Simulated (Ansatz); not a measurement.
Ga (diamond, space group No. 227), a = 5.7783 Å, b = 5.7783 Å, c = 5.7783 Å, α = 90.00°, β = 90.00°, γ = 90.00°; the cell used has 2 atoms.

Relaxed with r²SCAN.

Question: Tabulate the valence density and the electron localisation function along the shortest Ga–Ga contact (2.50 Å), r²SCAN in the plane-wave PAW code Ansatz.

Answer: 

| distance from Ga (Å) | density (e/Å³) | ELF |
|---|---|---|
| 0.25 | 25.83 | 0.02 |
| 0.38 | 11.71 | 0.03 |
| 0.50 | 4.41 | 0.09 |
| 0.63 | 1.71 | 0.18 |
| 0.75 | 0.85 | 0.27 |
| 0.88 | 0.56 | 0.33 |
| 1.00 | 0.43 | 0.39 |
| 1.13 | 0.38 | 0.50 |
| 1.25 | 0.36 | 0.56 |
| 1.38 | 0.38 | 0.50 |
| 1.50 | 0.43 | 0.39 |
| 1.63 | 0.56 | 0.33 |
| 1.75 | 0.85 | 0.27 |
| 1.88 | 1.71 | 0.18 |
| 2.00 | 4.41 | 0.09 |
| 2.13 | 11.67 | 0.03 |
| 2.25 | 25.80 | 0.02 |

The density is the valence pseudo-density with augmentation charge, so density and ELF within about 1 Å of a nucleus are not all-electron values.

Space group Fd-3m (diamond). The start of the workflow was typed in or built on a structure type; neither database checked (COD, Materials Project) lists it. It is not the phase usual at ambient conditions (space group No. 64). The cell was relaxed with r²SCAN under the symmetry of its start. At this level the phase is mechanically unstable. The volume moved by -21 % from the start of the relaxation.

Potentials: the earlier of the program's two PAW sets.
